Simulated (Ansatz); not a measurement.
Input:

Si3P4 in space group I-43d (No. 220; Si on 12a, P on 16c), a = b = c = 8.086 Å, α = β = γ = 90.00°; the cell used has 14 atoms.

This is the r²SCAN-relaxed structure.

### Question
All from the program Ansatz at the r²SCAN level (PAW), unless another level is named. Estimate the electronic character.

### Answer
metallic (no gap).

### Question
What about the density of states at the Fermi level?

### Answer
0.05 states/eV per atom (mean over ±0.08 eV).

### Question
Predict the formation energy from the elements (no fitted shifts).

### Answer
0.022 eV/atom.

A made-up cell: these elements were put on the sites of a structure type; neither database checked (COD, Materials Project) lists it. Whether it is the stable phase at ambient conditions was not checked. Symmetry was held in the r²SCAN relaxation; its stability against distortions is not shown here. A small band overlap can be real or an error of a semilocal functional. The references are the lowest solids computed at this level, not always the standard phases.

Potentials: the earlier of the program's two PAW sets.
